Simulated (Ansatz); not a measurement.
# Zincblende alloy of InP and GaP (26 of 32 In sites exchanged), 64 atoms

Level of theory: DFT, PBEsol, PAW, plane waves (Ansatz 0.2.0).

Command (of this form; memory limits and the device number are left out):

```sh
ansatz run in.yaml --threads 8 --pin off --runs-dir r --events-out ev --progress --plain --backend cuda
```

The input less its lattice and atoms:

```yaml
kpoints:
  mp_grid: { grid: [1, 1, 1], shift: [0.5, 0.5, 0.5] }
hamiltonian:
  xc: pbesol
scf:
  occupations: { method: fermi_dirac, width: 0.01 }
relax:
  f_tol: 0.03
  max_steps: 80
  escape_saddle: false
  adjacent_minimum: "off"
  cell: { fix: [shape] }
output:
  forces: true
  eigenvalues: true
  populations: true
```

Start:

```
Ga P In
1.0
    11.04399    0.00000    0.00000
     0.00000   11.04399    0.00000
     0.00000    0.00000   11.04399
Ga P In
26 32 6
Direct
  0.00087 0.00403 0.00203
  0.00035 0.99897 0.49973
  0.00303 0.50060 0.99847
  0.99866 0.50220 0.49867
  0.50198 0.00128 0.99677
  0.49929 0.00221 0.50162
  0.50116 0.49761 0.99720
  0.50057 0.49799 0.49912
  0.24982 0.24878 0.99908
  0.25015 0.25040 0.50311
  0.25257 0.75215 0.00347
  0.25264 0.75120 0.49924
  0.75025 0.24935 0.00319
  0.74825 0.75186 0.99817
  0.24930 0.99980 0.24968
  0.25118 0.49551 0.25239
  0.24936 0.50283 0.75100
  0.74988 0.50268 0.25098
  0.74795 0.49821 0.75047
  0.00038 0.24975 0.24989
  0.00065 0.24842 0.74798
  0.00166 0.75011 0.24844
  0.00319 0.75047 0.75199
  0.50325 0.25097 0.25176
  0.49936 0.24847 0.75352
  0.50062 0.74933 0.24699
  0.12595 0.12480 0.12839
  0.12520 0.12446 0.62496
  0.12720 0.62312 0.12501
  0.12380 0.62705 0.62275
  0.62445 0.12534 0.12877
  0.62594 0.12942 0.62483
  0.62326 0.62772 0.12682
  0.62845 0.62314 0.62599
  0.37575 0.37481 0.12661
  0.37373 0.37712 0.62455
  0.37766 0.87475 0.12591
  0.37373 0.87668 0.62494
  0.87374 0.37479 0.12757
  0.87587 0.37542 0.62391
  0.87420 0.87485 0.12396
  0.87571 0.87681 0.62570
  0.37402 0.12623 0.37347
  0.37102 0.12765 0.87595
  0.37677 0.62428 0.37347
  0.37652 0.62338 0.87373
  0.87417 0.12692 0.37708
  0.87414 0.12649 0.87583
  0.87669 0.62407 0.37685
  0.87325 0.62389 0.87642
  0.12562 0.37773 0.37326
  0.12412 0.37578 0.87435
  0.12468 0.87590 0.37317
  0.12674 0.87701 0.87463
  0.62784 0.37516 0.37619
  0.62495 0.37587 0.87245
  0.62422 0.87636 0.37759
  0.62163 0.87408 0.87687
  0.74977 0.25285 0.49890
  0.74706 0.74779 0.50005
  0.24836 0.99647 0.74995
  0.74978 0.00188 0.24726
  0.74961 0.99774 0.74828
  0.50244 0.75053 0.74990
```

Steps:

| step | energy less the first (eV) | largest force component (eV/Å) | pressure (GPa) |
| --- | --- | --- | --- |
| start | 0.000 | 2.038 | 1.15 |
| 1 | -2.646 | 0.323 | -0.53 |
| 2 | -2.763 | 0.039 | 0.03 |
| 3 | -2.765 | 0.006 | 0.00 |
| 4 | -2.767 | 0.006 | 0.00 |

A structure on the way, about -2.65 eV from the start:

```
Ga P In
1.0
    11.08125    0.00000    0.00000
     0.00000   11.08125    0.00000
     0.00000    0.00000   11.08125
Ga P In
26 32 6
Direct
  0.00376 0.00245 0.00363
  0.00705 0.00022 0.49706
  0.00222 0.50039 0.99994
  0.00483 0.50178 0.49850
  0.49726 0.00197 0.00422
  0.49292 0.00339 0.49473
  0.49886 0.49771 0.00199
  0.49367 0.49703 0.49728
  0.25074 0.25265 0.00250
  0.25001 0.25420 0.49852
  0.24884 0.74780 0.00706
  0.24847 0.74696 0.49516
  0.75247 0.25630 0.00253
  0.75217 0.74586 0.00252
  0.24924 0.00146 0.24935
  0.24992 0.49787 0.25108
  0.24726 0.49835 0.75114
  0.75112 0.50083 0.24505
  0.75155 0.49658 0.75573
  0.00542 0.25372 0.24719
  0.00334 0.25544 0.75216
  0.00654 0.74723 0.24688
  0.00394 0.74480 0.75341
  0.49556 0.25369 0.24741
  0.49696 0.25550 0.75442
  0.49522 0.74624 0.24519
  0.12765 0.12646 0.12578
  0.12019 0.13523 0.61931
  0.12639 0.62054 0.12534
  0.12685 0.62480 0.62504
  0.61897 0.13558 0.11945
  0.61093 0.12749 0.62570
  0.62312 0.62502 0.12549
  0.62569 0.60858 0.62586
  0.37288 0.37757 0.12559
  0.37175 0.37594 0.62525
  0.37236 0.87460 0.12638
  0.37270 0.87348 0.61322
  0.87829 0.37667 0.12532
  0.88394 0.38389 0.63083
  0.88395 0.86720 0.11876
  0.89022 0.87460 0.62491
  0.37117 0.12941 0.37149
  0.37819 0.13293 0.88259
  0.37354 0.62366 0.37259
  0.36495 0.61532 0.88434
  0.88857 0.12758 0.37374
  0.88449 0.13564 0.88495
  0.88502 0.61642 0.36577
  0.87579 0.62306 0.87735
  0.12668 0.37747 0.37345
  0.12609 0.37644 0.87857
  0.12702 0.87452 0.37109
  0.12049 0.86774 0.88368
  0.61790 0.38275 0.36606
  0.62412 0.37687 0.87782
  0.61165 0.87372 0.37296
  0.62362 0.87443 0.89013
  0.74978 0.25646 0.49882
  0.75125 0.74403 0.49670
  0.24614 0.99950 0.75103
  0.75071 0.00124 0.24392
  0.75455 0.00198 0.75328
  0.49752 0.74431 0.75414
```

End:

```
Ga P In
1.0
    11.05639    0.00000    0.00000
     0.00000   11.05639    0.00000
     0.00000    0.00000   11.05639
Ga P In
26 32 6
Direct
  0.00277 0.99986 0.00243
  0.00773 0.00071 0.49783
  0.00002 0.50018 0.00017
  0.00479 0.50047 0.50020
  0.49815 0.00317 0.00508
  0.49205 0.00288 0.49500
  0.50002 0.49844 0.00226
  0.49578 0.49779 0.49780
  0.25039 0.25263 0.00238
  0.24980 0.25320 0.49808
  0.24816 0.74761 0.00468
  0.24812 0.74788 0.49541
  0.75063 0.25476 0.00040
  0.75227 0.74632 0.00274
  0.24990 0.00038 0.24953
  0.25007 0.50011 0.25017
  0.24830 0.49849 0.75060
  0.75019 0.50024 0.24603
  0.75236 0.49797 0.75424
  0.00473 0.25223 0.24813
  0.00289 0.25492 0.75282
  0.00468 0.74726 0.24787
  0.00274 0.74621 0.75229
  0.49561 0.25340 0.24757
  0.49771 0.25432 0.75226
  0.49562 0.74840 0.24814
  0.12739 0.12537 0.12485
  0.11963 0.13519 0.61925
  0.12612 0.62234 0.12600
  0.12756 0.62528 0.62518
  0.61924 0.13533 0.11972
  0.60960 0.12486 0.62491
  0.62482 0.62531 0.12530
  0.62598 0.60837 0.62540
  0.37291 0.37697 0.12582
  0.37290 0.37552 0.62529
  0.37294 0.87542 0.12512
  0.37261 0.87376 0.61166
  0.87562 0.37540 0.12530
  0.88308 0.38329 0.63306
  0.88298 0.86681 0.11963
  0.89065 0.87582 0.62515
  0.37198 0.12849 0.37206
  0.37999 0.13259 0.88251
  0.37311 0.62387 0.37383
  0.36650 0.61707 0.88362
  0.88887 0.12548 0.37413
  0.88396 0.13440 0.88379
  0.88370 0.61679 0.36629
  0.87424 0.62444 0.87529
  0.12713 0.37663 0.37406
  0.12646 0.37578 0.87681
  0.12644 0.87394 0.37232
  0.12066 0.86771 0.88253
  0.61781 0.38219 0.36599
  0.62599 0.37621 0.87544
  0.61125 0.87532 0.37419
  0.62508 0.87495 0.89133
  0.75001 0.25429 0.50040
  0.75252 0.74675 0.49807
  0.24813 0.00228 0.75060
  0.75026 0.00021 0.24611
  0.75232 0.00278 0.75394
  0.49849 0.74649 0.75227
```

The run converged.

Time: 7.3 s of wall time on one NVIDIA GB300 with 8 processor threads, on a host shared with other runs; peak host memory 2 GiB.

Task: How much energy did the relaxation gain, and which atom moved most?

Result: 2.77 eV in 4 steps, from a start with small random displacements; atom 32 (P) moved 0.19 Å, the median atom 0.06 Å (drift of the whole cell removed).
